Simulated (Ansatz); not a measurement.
In₂Se₃:
```
In2Se3
1.0
    3.97406     0.00000     0.00000
   -1.98703     3.44164     0.00000
    0.00000     0.00000     9.86979
In Se
2 3
Cartesian
  0.00000   2.29442   1.86815
  1.98703   1.14721   8.00164
  0.00000   0.00000   0.00000
  0.00000   2.29442   6.67757
  1.98703   1.14721   3.19222
```

Relaxed with r²SCAN. Special points in fractions of this cell's reciprocal vectors: Γ (0.000, 0.000, 0.000); M (0.500, 0.000, 0.000); K (0.333, 0.333, 0.000); A (0.000, 0.000, 0.500); L (0.500, 0.000, 0.500); H (0.333, 0.333, 0.500).

**Question.** List the band energies nearest the valence-band maximum at these points for r²SCAN in the plane-wave PAW code Ansatz.

**Answer.** In eV from the valence-band maximum; about four levels below and three above (degenerate sets whole), none deeper than 8.9 eV; points with the same levels are listed once.

```tsv
k	below	above
Γ	-0.33 -0.33 -0.15 -0.15 -0.15	1.49 3.45 3.80
M	-1.64 -1.28 -0.63 -0.38	0.51 3.33 4.56
K	-2.77 -1.01 -1.01 -0.66	2.44 2.44 5.06
A	-0.24 -0.24 -0.22 -0.22	2.45 3.09 3.73
L	-2.07 -1.41 -0.28 -0.16	0.89 2.92 4.19
H	-2.58 -1.30 -1.30 -0.85	2.80 2.80 5.82
```

Space group P-3m1 (La2O3 or Ni2Al3 type). The cell is a constructed one: a structure type filled with these elements; neither database checked (COD, Materials Project) lists it. COD files the formula under space group No. 160, 166, 169, 170, so this cell is another polymorph or a model. Its standing as an ambient phase is unchecked. The r²SCAN relaxation kept the symmetry of its start; whether a distortion lowers the energy is not shown. Scalar-relativistic: spin–orbit coupling is off unless named, which matters more the heavier the elements.

Potentials: the earlier of the program's two PAW sets.
